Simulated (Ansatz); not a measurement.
InPt$_{3}$ (Cu3Au type, Pm-3m) under volume change, the program Ansatz at the LDA level (PAW), scaled uniformly.

| V (Å³/atom) | E − E(relaxed) (meV/atom) | P (GPa) |
|---|---|---|
| 14.174 | 117.9 | 29.70 |
| 14.642 | 49.0 | 17.91 |
| 15.109 | 11.5 | 8.12 |
| 15.576 | 0.0 | 0.00 |
| 16.043 | 10.1 | -6.72 |
| 16.511 | 38.0 | -12.26 |
| 16.978 | 80.7 | -16.80 |

Task: What does a third-order Birch–Murnaghan fit give for V₀, B₀ and B′?

Result: V₀ = 15.58 Å³/atom, B₀ = 245 GPa, B′ = 5.3.

The first step of the workflow began from a Materials Project structure, measured or hypothetical; the Crystallography Open Database files this formula in space group No. 221, but the cells were not matched. Whether it is the stable phase at ambient conditions was not checked. Symmetry was held in the LDA relaxation; of distortions, only those at the zone centre were tested. No spin polarisation was allowed. Spin–orbit coupling is left out wherever it is not named.

Potentials: the later of the program's two PAW sets.
